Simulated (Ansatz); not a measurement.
# LiPb: frozen-core PAW against all-electron methods

```
Li Pb
1.0
     3.52200    0.00000    0.00000
     0.00000    3.52200    0.00000
     0.00000    0.00000    3.52200
Li Pb
1 1
Direct
  0.50000 0.50000 0.50000
  0.00000 0.00000 0.00000
```

Atoms are numbered in the order listed.

The cell is COD entry 1522614, as deposited and not checked against the literature; nothing was relaxed. It is an old determination, and later ones may differ.

Spin–orbit coupling is left out, though it moves levels of the heavy atoms by tenths of an eV or more.

All numbers are computed: DFT, LDA, PAW with Ansatz's default frozen-core files, scalar-relativistic (Ansatz 0.2.0); DFT, LDA, all-electron PAW with datasets made for the crystal, scalar-relativistic (Ansatz 0.2.0); DFT, LDA, all-electron LAPW, scalar-relativistic (Ansatz 0.2.0).

For PAW: a Γ-centred 10×10×10 k mesh, Fermi–Dirac smearing of 0.03 eV, cutoff 420 eV, no spin polarisation; the PAW files were made with PBE, and the program remakes their frozen cores for this functional. The crystal-made all-electron datasets (AE datasets) take a cutoff of 260 eV at this cell. LAPW targets a basis error of 0.5 meV/atom. The Ansatz runs share mesh, smearing and spin set-up. Plane-wave (PAW) pressures include the program's estimate of the Pulay term.

Stress and pressure are positive in compression.

Levels count from the Fermi level.

| quantity | PAW | AE datasets | LAPW |
| --- | --- | --- | --- |
| pressure (GPa) | -2.05 | -2.04 | -2.04 |
| highest filled level at R (eV) | -0.567 | -0.568 | -0.568 |
| lowest empty level at R (eV) | 2.594 | 2.595 | 2.595 |
| highest filled level at Γ (eV) | -10.558 | -10.559 | -10.559 |
| lowest empty level at Γ (eV) | 2.294 | 2.294 | 2.294 |
| highest filled level at X (eV) | -3.941 | -3.942 | -3.942 |
| lowest empty level at X (eV) | 4.650 | 4.649 | 4.649 |
